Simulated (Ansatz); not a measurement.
CsPbCl3 (cubic perovskite)

```xyz
5
Lattice="5.7356 0.0000 0.0000 0.0000 5.7356 0.0000 0.0000 0.0000 5.7356" Properties=species:S:1:pos:R:3 pbc="T T T"
Cs     0.0000     0.0000     0.0000
Pb     2.8678     2.8678     2.8678
Cl     0.0000     2.8678     2.8678
Cl     2.8678     2.8678     0.0000
Cl     2.8678     0.0000     2.8678
```

Equation-of-state scan: isotropic scaling of the cell above, V₀ being its volume. Symmetry pins the atoms to their sites.

These are PBE (plane waves to 420 eV, PAW, scalar-relativistic; Ansatz, an electronic-structure program) values and carry that method's errors. k mesh 6×6×6 (Γ-centred), Fermi-Dirac smearing 0.05 eV. Compression counts positive. CsPbCl3 was relaxed with its symmetry unable to fall. Spin-orbit coupling is left out, though Pb is heavy. This is a high-temperature form of CsPbCl3.

At one point of the scan the stress tensor (GPa) is:

```
   0.56     0.00     0.00
   0.00     0.56     0.00
   0.00     0.00     0.56
```

Which point is it?
(A) V/V₀ = 0.988
(B) V/V₀ = 0.940
(C) V/V₀ = 0.976
(D) V/V₀ = 0.964

C, V/V₀ = 0.976

(A scan under strain: stresses follow from slopes of the energy per volume, elastic moduli from its curvatures.)
